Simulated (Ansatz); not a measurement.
Data:

BeS:
```yaml
crystal:
  lattice:
    - [0.00000, 2.39814, 2.39814]
    - [2.39814, 0.00000, 2.39814]
    - [2.39814, 2.39814, 0.00000]
  atoms:
    - { symbol: S, position: [0.75000, 0.75000, 0.75000] }
    - { symbol: Be, position: [0.00000, 0.00000, 0.00000] }
```

This is the LDA-relaxed structure.

### Question
All from LDA (plane waves, PAW; program Ansatz), unless another level is named. Give the bulk modulus (Birch–Murnaghan fit).

### Answer
102 GPa.

### Question
And the zero-point energy?

### Answer
77.4 meV/atom.

Space group F-43m (zinc blende). The LDA relaxation kept the symmetry of its start; phonons on a q-mesh show no instability.

Potentials: the later of the program's two PAW sets.
